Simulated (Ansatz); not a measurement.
A generated cell, not matched to a known phase here, of TiSb: Pm-3m (No. 221), cP2, CsCl type; a = b = c = 3.405 Å, α = β = γ = 90.00°; Ti 1a (0.000, 0.000, 0.000); Sb 1b (0.500, 0.500, 0.500). Computed with r2SCAN (plane waves to 500 eV, PAW, scalar-relativistic; Ansatz, a program for electronic structure). Element references, the lowest calculated here: Sb (R-3m), Ti (P6/mmm, not the ambient form).

Task: What is the computed formation energy of this Pm-3m form of TiSb from the elements (r2SCAN)?

Result: -0.23 eV/atom.

A lower structure of this composition may exist.

Static energies, no anion corrections, no zero-point energy. Values are rounded to 0.01 eV/atom. Not shown to be the ambient phase of their composition (a lower form may be missing, and a cell relaxed within its start's symmetry can be a saddle point): TiSb (Pm-3m). Spin-orbit coupling is missing from these energies, which matters for elements this heavy. The compounds carry no spin polarisation. The relaxed primitive cell holds an odd number of electrons. A magnetic state may lie lower.
